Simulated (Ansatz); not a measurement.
Input file for Ansatz (a first-principles code):

Ansatz 0.2 input:
```yaml
crystal:
  lattice:
    - [3.2595712013, 0.0, 0.0]
    - [-1.6297856006, 2.8228714657, 0.0]
    - [0.0, 0.0, 6.9404855291]
  atoms:
    - { symbol: B, position: [0.0, 0.5, 0.3333333333] }
    - { symbol: B, position: [0.5, 0.5, 0.6666666667] }
    - { symbol: B, position: [0.5, 0.0, 0.0] }
    - { symbol: P, position: [0.0, 0.5, 0.8333333333] }
    - { symbol: P, position: [0.5, 0.5, 0.1666666667] }
    - { symbol: P, position: [0.5, 0.0, 0.5] }
kpoints:
  mp_grid: { grid: [14, 14, 6] }
hamiltonian:
  xc: pbesol
  pseudopotentials: { kind: paw }
scf:
  occupations: { method: fermi_dirac, width: 0.1 }
phonons:
  method: dfpt
  response_accuracy: low
  eigenvectors: true
  rigid_motions: translations
```

Output (shortened):

```
Pseudopotential: B, paw, valence charge 3
Pseudopotential: P, paw, valence charge 5
Functional definition: PBEsol
Crystal: 6 atoms, lattice volume = 63.862 Å³
Basis set: ecut = 420 eV, 1259 PW (Γ), exchange–correlation on 48×48×96 points (8 copies of the dense FFT grid, shifted against one another)
Bands: 18, of which v1, the nominal top of the filled ones, is band 12 counted from 1 (11 counted from 0)
Symmetry: 12 space group operations
k-points: 400 of 1176 (irreducible under 2 space group operations, time reversal used)
SCF iter   1: F=—  HF=-2678.045992 eV  |F-HF|=—  |Δ(HF+E_count)|=         —  Δρ=4.93e-3  dr2=1.43e-2  ethr=1.77e-3  ⟨swp⟩=5.8  Hψ=43505  notcnv=0
preconditioner: auto → Kerker (q_TF=auto, 2.318 Å⁻¹)
SCF iter   2: F=—  HF=-2678.043947 eV  |F-HF|=—  |Δ(HF+E_count)|=   2.05e-3  Δρ=2.29e-3  dr2=2.44e-3  ethr=5.95e-5  ⟨swp⟩=1.4  Hψ=12151  notcnv=0
SCF iter   3: F=—  HF=-2678.043607 eV  |F-HF|=—  |Δ(HF+E_count)|=   3.40e-4  Δρ=5.42e-4  dr2=1.34e-4  ethr=1.02e-5  ⟨swp⟩=2.1  Hψ=11958  notcnv=0
SCF iter   4: F=—  HF=-2678.043591 eV  |F-HF|=—  |Δ(HF+E_count)|=   1.56e-5  Δρ=6.89e-5  dr2=2.81e-6  ethr=5.58e-7  ⟨swp⟩=2.6  Hψ=12323  notcnv=0
SCF iter   5: F=—  HF=-2678.043590 eV  |F-HF|=—  |Δ(HF+E_count)|=   1.21e-6  Δρ=9.02e-6  dr2=3.81e-8  ethr=1.17e-8  ⟨swp⟩=2.6  Hψ=11437  notcnv=0
SCF iter   6: F=—  HF=-2678.043590 eV  |F-HF|=—  |Δ(HF+E_count)|=   5.46e-9  Δρ=1.17e-6  dr2=9.45e-10  ethr=1.59e-10  ⟨swp⟩=2.4  Hψ=11969  notcnv=0
SCF iter   7: F=—  HF=-2678.043590 eV  |F-HF|=—  |Δ(HF+E_count)|=  1.12e-10  Δρ=2.76e-7  dr2=6.17e-11  ethr=3.94e-12  ⟨swp⟩=2.6  Hψ=12097  notcnv=0
SCF iter   8: F=-2678.043590 eV  HF=-2678.043590 eV  |F-HF|=4.55e-13  |Δ(HF+E_count)|=  1.09e-11  Δρ=3.97e-8  dr2=1.18e-12  ethr=1.00e-12  ⟨swp⟩=6.2  Hψ=30450  notcnv=0
SCF 1 converged in 8 iterations: F = -2678.043590 eV  dr2 = 1.18e-12
DFPT response loops at Γ: preconditioner auto → Kerker (q_TF=auto, 2.318 Å⁻¹) (partly filled bands, converged f_vac=0.000) …
SCF converged after 8 iterations
Free energy (F): -2678.043590 eV
Harris-Foulkes:  -2678.043590 eV  (|F-HF|=4.55e-13)
Internal energy: -2678.041199 eV  (E = F + TS)
E sigma→0 (E₀):  -2678.042395 eV
Entropy (-TS):   -0.002391 eV (-0.398 meV/atom)
Fermi energy:    11.118020 eV
--- Per-component energies (eV) ---
  E_band       = 96.764808
  E_kinetic    = 363.017506
  E_local      = -131.461375  (includes V_loc(G=0)·N_el)
  E_nonlocal   = 136.057543
  E_hartree    = 30.795040
  E_xc         = -282.964290
  E_vxc        = -301.691904  (∫ρ·V_xc dr)
  E_paw        = -1888.530423  (= ΣΔE_a)
  E_vpaw       = -30.747041  (= ΣTr[D̂ρ^β])
  E_aug_tail   = -0.000001  (compensation charges beyond the density's cutoff)
  E_ewald      = -905.137621
  E_core_change = 0.182421  (= ΣΔE_core)
  E_smearing   = -0.002391  (= −TS)
  E_closure    = 0.000000  (closes the sum)
  Σ components = -2678.043590   (vs F -2678.043590, Δ=0.00e0)
  [band-id]    e_kinetic+e_local+e_nonlocal+2·e_hartree+e_vxc+e_vpaw+e_augmentation_tail = 96.764808   (vs E_band 96.764808, Δ=-9.97e-8)
--- Band table (eV; the first three rows and the last of 400) ---
  k-point 0: bands = ["-5.6643", "-2.9624", "-2.9624", "4.9153", "4.9153", "6.4659", "8.7614", "8.7614", "9.8998", "9.8998", "10.2762", "11.2196", "13.5008", "13.5008", "14.2026", "14.2026", "14.9289", "14.9289"]
  k-point 1: bands = ["-5.5881", "-3.7772", "-2.0216", "3.4086", "6.4631", "6.5354", "8.1229", "9.3619", "9.8754", "10.0260", "10.2386", "10.9885", "13.3755", "13.6053", "13.7994", "14.4369", "15.0178", "15.4863"]
  k-point 2: bands = ["-5.3599", "-4.4519", "-1.0055", "2.0384", "6.7428", "7.5502", "7.9603", "9.7191", "9.9241", "10.1419", "10.2843", "10.3253", "13.3018", "13.3841", "14.0566", "14.2988", "15.5562", "15.6471"]
  k-point 399: bands = ["-2.3116", "-1.2410", "-1.0406", "0.8266", "3.1072", "4.0645", "5.2491", "5.4842", "7.0922", "7.1628", "7.8638", "7.9896", "13.0402", "13.3320", "13.5778", "14.0811", "15.5132", "15.7936"]
--- Phonons (Γ-DFPT): 4 representative perturbations + reference, on 400 of 1176 k-points (Σ response iterations 12) ---
  ASR residual: 1.180e-5 → 0.000e0 eV/Å²; symmetrization residual: 5.874e-6 eV/Å²
  ASR residual per site (eV/Å²): 6.41e-6 6.41e-6 8.85e-6 1.18e-5 1.18e-5 1.18e-5
  Γ frequencies (cm⁻¹): 0.00 0.00 0.00 266.72 275.88 275.88 298.91 425.04 425.04 470.67 583.69 583.69 704.00 704.00 721.52 757.69 757.69 774.30
  non-analytic LO–TO correction: not included (Born effective charges unavailable; polar crystals: no LO–TO splitting at Γ)
```

Cost: roughly 110 core-seconds on shared cores.

Space group P6_422. The start of the workflow was typed in or built on a structure type; neither database checked (COD, Materials Project) lists it. It is not the phase usual at ambient conditions (space group No. 216). Symmetry was held in the PBEsol relaxation; of distortions, only those at the zone centre were tested. As this level gives no gap, phonon frequencies hold no LO–TO term and depend on the k-mesh and smearing (Fermi–Dirac, 0.1 eV here).

Potentials: the later of the program's two PAW sets.

Ansatz is a plane-wave DFT program.
